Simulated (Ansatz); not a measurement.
Q: Te (diamond, Fd-3m) is relaxed with PBE (plane waves, PAW; program Ansatz). What lattice parameters of the conventional cell result?

A: a = 7.183 Å.

Q: Is it a metal or does it have a gap at this level?

A: No gap at this level.

The start of the workflow was typed in or built on a structure type; neither database checked (COD, Materials Project) lists it. It is not the phase usual at ambient conditions (space group No. 152). The cell was relaxed with PBE under the symmetry of its start; its stability against distortions is not shown here. The volume moved by 16 % from the start of the relaxation. Spin–orbit coupling is left out wherever it is not named.

Potentials: the earlier of the program's two PAW sets.
